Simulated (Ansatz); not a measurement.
**Field gradients at the nuclei in WS₂ under strain**

The cell is a structure deposited in the COD, relaxed with PBE at fixed cell and then changed (z compressed by 2 %, ions relaxed).

```yaml
crystal:
  lattice:
    - [3.15320, 0.00000, 0.00000]
    - [-1.57660, 2.73075, 0.00000]
    - [0.00000, 0.00000, 12.07654]
  atoms:
    - { symbol: W, position: [0.33333, 0.66667, 0.25000] }
    - { symbol: W, position: [0.66667, 0.33333, 0.75000] }
    - { symbol: S, position: [0.33333, 0.66667, 0.61971] }
    - { symbol: S, position: [0.66667, 0.33333, 0.11971] }
    - { symbol: S, position: [0.33333, 0.66667, 0.88029] }
    - { symbol: S, position: [0.66667, 0.33333, 0.38029] }
```

Atom numbers follow the list; atoms alike are taken as one site, whose name carries the number of the first.

Method: Kohn–Sham DFT in Ansatz, PBE, plane waves and PAW, scalar-relativistic, collinear spin, 420 eV cutoff, Γ-centred 16×16×4 k-points, Fermi–Dirac smearing 0.02 eV. Start moments as typed (μB): 2 on each W, none on the rest.

V_zz is the principal component of the electric field gradient with the largest magnitude, η = (V_xx − V_yy)/V_zz and C_Q = eQV_zz/h. Directions are in the Cartesian axes of the cell vectors above, for the atom listed; none is given where the gradient is under 0.02 or η is above 0.95.

(1) Give the quadrupolar parameters of the distinct sites.

Results:

(1) 

| site | first atom | first shell | V_zz (10²¹ V/m²) | η | direction of V_zz (x, y, z) |
| --- | --- | --- | --- | --- | --- |
| W | 1 | 6 S at 2.41 Å | -17.24 | 0.00 | 0.00 0.00 1.00 |
| S | 3 | 3 W at 2.41 Å; also 7 S at 3.15 Å | -4.26 | 0.00 | 0.00 0.00 1.00 |

An axis of threefold or higher order runs through W and S, so V_zz lies along it and η is zero.

Without spin–orbit coupling the gradients at and beside W can be off by some per cent, at some sites by more. The start moments die out, and the run ends without spin.

The relaxation (4 steps) took 89 s of wall time (89 s of CPU time) and 0.86 GiB at its peak, on 1 thread of Intel Xeon Platinum 8488C (Sapphire Rapids) (x86_64; 16 cores open to the job, memory cap 3.0 GiB, no GPU), a shared host with a load of 0.5 a core.
